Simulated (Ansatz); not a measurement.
A trial cell of AlO₅, before relaxation:

```cif
data_structure
_symmetry_space_group_name_H-M 'R32:H'
_symmetry_Int_Tables_number 155
_cell_length_a 4.5646
_cell_length_b 4.5646
_cell_length_c 12.3442
_cell_angle_alpha 90.000
_cell_angle_beta 90.000
_cell_angle_gamma 120.000
_cell_volume 222.74
loop_
_atom_site_label
_atom_site_type_symbol
_atom_site_symmetry_multiplicity
_atom_site_Wyckoff_symbol
_atom_site_fract_x
_atom_site_fract_y
_atom_site_fract_z
_atom_site_occupancy
Al1 Al 3 b 0.66667 0.33333 0.83333 1
O1 O 9 d 0.61957 0.00000 0.00000 1
O2 O 6 c 0.33333 0.66667 0.81921 1
```

Theory: DFT PBE, scalar-relativistic, plane waves, PAW in Ansatz. Cutoff 420 eV, Gaussian smearing, Γ-centred meshes. Cell and atoms relax first on a coarse mesh and then on a finer one. In between, the cell is made exact in the group found at 0.06 Å. In metals the finer mesh still leaves noise of several meV/atom or more. The steps can't lower the symmetry of their start. Collinear spin is switched on along the way, since trial moments persisted in a coarse test.

A guess keeps its type if space group and coordination stay and the shape of the cell changes little (axis ratios within about 15 %, angles within 6°); the volume may change.

**Question.** Will the relaxed cell still be of the starting type?

**Answer.** It doesn't keep its type. The symmetry goes from R32 (No. 155) to R-3m (No. 166). The volume per atom shrinks by 23.2 %, from 12.4 to 9.5 Å³. The shortest distance goes from 2.47 Å (O–O) to 1.81 Å (O–O). Counting neighbours within 15 % of an atom's shortest distance, the start has Al 12, O 10/12 and the end Al 8, O 3/4. In detail, at the end Al is surrounded by 6 O at 1.93 Å and 2 O at 2.18 Å; around O on a site of symmetry 2/m lie 2 O at 1.81 Å and 2 Al at 1.93 Å; around O on a site of symmetry 3m lie 3 O at 1.81 Å and 1 Al at 2.18 Å.

```cif
data_structure
_symmetry_space_group_name_H-M 'R-3m:H'
_symmetry_Int_Tables_number 166
_cell_length_a 5.2612
_cell_length_b 5.2612
_cell_length_c 7.1360
_cell_angle_alpha 90.000
_cell_angle_beta 90.000
_cell_angle_gamma 120.000
_cell_volume 171.06
loop_
_atom_site_label
_atom_site_type_symbol
_atom_site_symmetry_multiplicity
_atom_site_Wyckoff_symbol
_atom_site_fract_x
_atom_site_fract_y
_atom_site_fract_z
_atom_site_occupancy
Al1 Al 3 b 0.33333 0.66667 0.16667 1
O1 O 9 e 0.16667 0.33333 0.33333 1
O2 O 6 c 0.33333 0.66667 0.86133 1
```

The zero of energy is the elements' standard structures at the same level (O₂ as a molecule); no fitted shifts are applied.

**Question.** At what energy does it end?

**Answer.** −0.22 eV/atom. It lies below the elements, which doesn't yet make it stable against other compounds or structures.

The last run used collinear spin, a 12×12×12 mesh for its 6-atom cell and Gaussian smearing of 0.10 eV. Another magnetic order may lie lower. A structure relaxed within its symmetry needn't be a true minimum.

In counts of neighbours, a slash parts the counts of unlike sites.
